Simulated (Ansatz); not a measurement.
Ansatz input

```yaml
crystal:
  lattice:
    - [-2.3411708596, 2.3411708596, 2.3411708596]
    - [2.3411708596, -2.3411708596, 2.3411708596]
    - [2.3411708596, 2.3411708596, -2.3411708596]
  atoms:
    - { symbol: Sr, position: [0.0, 0.0, 0.0] }
hamiltonian:
  xc: pbesol
  pseudopotentials:
    kind: paw
    azcp:
      Sr: "pseudopotentials/Sr.paw.azcp"
basis:
  ecutwfc: 420
  fft_grid_basis: typed
kpoints:
  mp_grid: { grid: [16, 16, 16], shift: [0, 0, 0] }
magnetization:
  spin_polarized: false
scf:
  occupations: { method: fermi_dirac, width: 0.1 }
```

Output

```
Warning: the record states the generating functional pbe (its physics header spells it `PBE`), which answers neither for hamiltonian.xc's functional nor for the pbesol family's — results may be inconsistent (PPs are generated against a specific XC)
Engine: ansatz 0.2.0, aarch64-unknown-linux-gnu
Pseudopotentials: kind: paw
Pseudopotential: Sr, paw, valence charge 10, recommended cutoff 420 eV (normal) 
Functional definition: PBEsol
  exchange = pbesol_x
  correlation = pbesol_c
Crystal: 1 atoms, lattice volume = 51.329 Å³
Basis set: ecut = 420 eV, 959 PW (Γ)
Bands: 9, of which v1, the nominal top of the filled ones, is band 5 counted from 1 (4 counted from 0)
Symmetry: 48 space group operations
Space group: Im-3m (ITA 229), of the structure as read, at distance tolerance 3.7e-5 Å
k-points: 145 of 4096
Non-local potential: Sr, projectors of the file, l = 0: 3, l = 1: 2, l = 2: 2
PAW form: soft (Blöchl's): semilocal exchange-correlation on the pseudo side does not see the compensation charge
PAW frozen core: Sr, regenerated for the run's functional, and the local potential with it (the file was generated under x = pbe(κ = 0.804, μ = 0.2195149727645171), c = pbe(β = 0.06672455060314922))
PAW one-centre angular grid: Sr, 110 points (default); XC on 64 Gauss nodes
Initial density: superposition of atomic densities (neutral atoms: chi_scale 0, normalization atom), corrected by the library's trained network
Initial wavefunctions: pseudopotential atomic-orbital guess
Functional: x = pbesol(κ = 0.804, μ = 0.12345679012345678), c = pbesol(β = 0.046)
SCF iter   1: F=—  HF=-3492.229298 eV  |F-HF|=—  |Δ(HF+E_count)|=         —  Δρ=1.42e-3  dr2=6.90e-4  ethr=1.77e-3  ⟨swp⟩=6.5  Hψ=11374  notcnv=0
SCF iter   2: F=—  HF=-3492.229773 eV  |F-HF|=—  |Δ(HF+E_count)|=   4.75e-4  Δρ=6.80e-4  dr2=1.98e-4  ethr=6.90e-6  ⟨swp⟩=2.7  Hψ=3351  notcnv=0
SCF iter   3: F=—  HF=-3492.229785 eV  |F-HF|=—  |Δ(HF+E_count)|=   1.13e-5  Δρ=1.48e-4  dr2=1.10e-5  ethr=1.98e-6  ⟨swp⟩=2.8  Hψ=2013  notcnv=0
SCF iter   4: F=—  HF=-3492.229784 eV  |F-HF|=—  |Δ(HF+E_count)|=   4.56e-7  Δρ=3.57e-5  dr2=7.15e-7  ethr=1.10e-7  ⟨swp⟩=2.8  Hψ=1973  notcnv=0
iter 5 did not close the SCF: its close was put off for the readings that it lacked (scf_convergence_deferred on its scf_iter line)
SCF iter   5: F=-3492.229784 eV  HF=-3492.229784 eV  |F-HF|=1.32e-8  |Δ(HF+E_count)|=   2.89e-8  Δρ=1.25e-5  dr2=4.33e-8  ethr=7.15e-9  ⟨swp⟩=1.1  Hψ=1358  notcnv=0
SCF iter   6: F=-3492.229784 eV  HF=-3492.229784 eV  |F-HF|=3.04e-10  |Δ(HF+E_count)|=   1.63e-8  Δρ=1.29e-6  dr2=5.75e-10  ethr=4.33e-10  ⟨swp⟩=1.0  Hψ=3777  notcnv=0
SCF 1 converged in 6 iterations: F = -3492.229784 eV  dr2 = 5.75e-10
SCF converged after 6 iterations
Free energy (F): -3492.229784 eV
Harris-Foulkes:  -3492.229784 eV  (|F-HF|=3.04e-10)
Internal energy: -3492.189334 eV  (E = F + TS)
E sigma→0 (E₀):  -3492.209559 eV
Entropy (-TS):   -0.040450 eV (-40.450 meV/atom)
Fermi energy:    5.445024 eV
--- Per-component energies (eV) ---
  E_band       = -130.761427
  E_kinetic    = 241.950260
  E_local      = -752.997458  (includes V_loc(G=0)·N_el)
  E_nonlocal   = 204.251419
  E_hartree    = 188.300858
  E_xc         = -169.669102
  E_vxc        = -158.868434  (∫ρ·V_xc dr)
  E_paw        = -2644.571372  (= ΣΔE_a)
  E_vpaw       = -41.698697  (= ΣTr[D̂ρ^β])
  E_aug_tail   = -0.000001  (compensation charges beyond the density's cutoff)
  E_ewald      = -559.588285
  E_core_change = 0.134347  (= ΣΔE_core)
  E_smearing   = -0.040450  (= −TS)
  E_closure    = 0.000000  (closes the sum)
  Σ components = -3492.229784   (vs F -3492.229784, Δ=0.00e0)
```

Command:

```sh
ansatz run input.yaml --threads 2 --pin off --max-ram 5120MiB --backend cpu --events-out ev --progress --plain --runs-dir out
```

On 2 threads of Arm Neoverse V1 (shared host) this took about 1.8 s of wall time and 3.1 s of CPU time.
